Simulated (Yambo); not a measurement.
Yambo run on SrClF (space group P4/nmm, No. 129). The wavefunctions are LDA (Quantum ESPRESSO, PseudoDojo norm-conserving, 84 Ry, no spin-orbit coupling) ones on a 4×4×2 mesh (24 occupied bands); a = 4.1296 Å, b = 4.1296 Å, c = 6.9766 Å, α = 90.00°, β = 90.00°, γ = 90.00°.

Yambo input:

```
rim_cut
gw0
dyson
el_el_corr
HF_and_locXC
ppa
em1d
RandQpts= 1000000
RandGvec= 1 Ry
EXXRLvcs= 84 Ry
VXCRLvcs= 336 Ry
Chimod= "HARTREE"
% BndsRnXp
 1 | 131 |
%
NGsBlkXp= 3 Ry
% LongDrXp
 1.0 | 1.0 | 1.0 |
%
PPAPntXp= 27.2114 eV
% GbndRnge
 1 | 131 |
%
GTermKind= "BG"
DysSolver= "n"
ExtendOut
% QPkrange
 1 | 1 | 24 | 25 |
%
```

k points by index: 1 = Γ.

Resulting energies as the program prints them:

```
#    K-point    Band    Eo [eV]    E [eV]    E-Eo [eV]    Vxc [eV]    Vnlxc [eV]    Sc|Eo [eV]    Sc|E [eV]    dSc/dw|Eo [eV]    Re(Z)    Im(Z)
#
    1    24    0.000000    -1.558195    -1.558195    -14.69175    -19.18307    2.621824    2.933120    -5.435957    0.833493    -0.001041
    1    25    5.643569    7.023765    1.380196    -9.637135    -4.679636    -3.368297    -3.577304    -4.120441    0.868489    -0.832509E-3
```
(The two width columns are left out.) Convergence of these settings isn't established.

Geometry of the Materials Project entry, not relaxed at this level.
